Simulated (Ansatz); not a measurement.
According to DFT-PBE in the program Ansatz with PAW potentials, Al in the trigonal phase (P-3m1; Pearson symbol hP11) relaxes to a = 2.851 Å, c = 25.831 Å. Al on 2d has 12 nearest neighbours from 2.85 Å (cuboctahedral); Al on 2d has 12 nearest neighbours from 2.85 Å (anticuboctahedral); Al on 2c has 12 nearest neighbours from 2.85 Å (cuboctahedral); Al on 2d has 12 nearest neighbours from 2.85 Å (cuboctahedral).

Electronic character: metallic (no gap).

The bulk modulus is 77.5 GPa.

The start of the workflow was typed in or built on a structure type; neither database checked (COD, Materials Project) lists it. It is not the phase usual at ambient conditions (space group No. 225). The cell was relaxed with PBE under the symmetry of its start; its stability against distortions is not shown here. Axis ratios of metals converge slowly with the k-mesh, so a and c are less sure than the volume.

Potentials: the later of the program's two PAW sets.
